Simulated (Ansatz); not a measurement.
Al₂O₃:
```cif
data_Al12O18
_chemical_formula_sum 'Al12 O18'
_space_group_name_H-M_alt 'R-3c :H'
_space_group_IT_number 167
_space_group_name_Hall '-R 3 2"c'
_cell_length_a 4.77334
_cell_length_b 4.77334
_cell_length_c 13.01258
_cell_angle_alpha 90.000
_cell_angle_beta 90.000
_cell_angle_gamma 120.000
loop_
_atom_site_label
_atom_site_type_symbol
_atom_site_symmetry_multiplicity
_atom_site_Wyckoff_symbol
_atom_site_fract_x
_atom_site_fract_y
_atom_site_fract_z
_atom_site_occupancy
Al1 Al 12 c 0.00000 0.00000 0.14794 1
O1 O 18 e 0.30583 0.30583 0.25000 1
```
(The calculation used a cell of 10 atoms; values per cell refer to that cell.)

Relaxed with PBEsol. DFT-PBEsol in the program Ansatz with PAW potentials gives a gap of 6.04 eV.

Task: What gap does HSE06 give on the same cell (Ansatz, PAW)?

Result: 8.00 eV, 1.96 eV more. The hybrid was solved on a coarser mesh and at special points; its gap is the smallest among all of these.

```tsv
k	v1 PBEsol	c1 PBEsol	v1 HSE06	c1 HSE06
Γ	0.00	6.04	0.00	8.00
T	-0.37	8.48	[?]	[?]
L	-0.27	9.26	[?]	[?]
F	-0.25	9.42	[?]	[?]
S0	-0.27	9.35	[?]	[?]
H0	-0.50	9.53	-0.58	11.64
```

Task: Top valence (v1) and lowest conduction level (c1) in eV from each method's valence maximum (which need not be a listed point): supply the withheld HSE06 values.

Result: 
- L, v1 HSE06: -0.32
- L, c1 HSE06: 11.37
- S0, v1 HSE06: -0.34
- S0, c1 HSE06: 11.46
- T, v1 HSE06: -0.42
- T, c1 HSE06: 10.55
- F, v1 HSE06: -0.31
- F, c1 HSE06: 11.47

Cost on shared cores: the PBEsol run (SCF on a 7×7×7 mesh, then bands and DOS) very roughly 70 core-seconds, the HSE06 run (SCF on 4×4×4, then a few points) very roughly 6 core-minutes; the tasks are unlike.

Symmetry was held in the PBEsol relaxation.

Potentials: the earlier of the program's two PAW sets.
